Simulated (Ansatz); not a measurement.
TiP:
Space group P6₃/mmc (No. 194); a = 3.455 Å, b = 3.455 Å, c = 11.607 Å, α = 90.00°, β = 90.00°, γ = 120.00°

| atom | site | symmetry | x | y | z |
|---|---|---|---|---|---|
| Ti | 4f | 3m. | 0.3333 | 0.6667 | 0.1162 |
| P | 2d | -6m2 | 0.6667 | 0.3333 | 0.2500 |
| P | 2a | -3m. | 0.0000 | 0.0000 | 0.0000 |

Relaxed at zero pressure with PBEsol in the plane-wave PAW code Ansatz.

Problem. The volume is raised by 3 % and shape and atoms relax at that volume. What pressure results, and how do the axes share the change?

Solution. -4.2 GPa; a 1.1 %, b 1.1 %, c 0.8 %; the energy rises by 6 meV/atom.

Problem. Give the new structure.

Solution. 
Space group P6₃/mmc (No. 194); a = b = 3.492 Å, c = 11.697 Å, α = β = 90.00°, γ = 120.00°

```
atom  site  symmetry       x       y       z
----  ----  --------  ------  ------  ------
Ti      4f       3m.  0.3333  0.6667  0.1161
P       2d      -6m2  0.6667  0.3333  0.2500
P       2a      -3m.  0.0000  0.0000  0.0000
```

The phase is kept; no other phase was compared at this pressure.

Space group P6_3/mmc. The workflow started from a Materials Project entry (that database holds measured and hypothetical structures alike); the Crystallography Open Database files this formula in space group No. 194, but the cells were not matched. Whether it is the stable phase at ambient conditions was not checked. The cell was relaxed with PBEsol under the symmetry of its start; whether a distortion lowers the energy is not shown. No spin polarisation was allowed.

Potentials: the later of the program's two PAW sets.
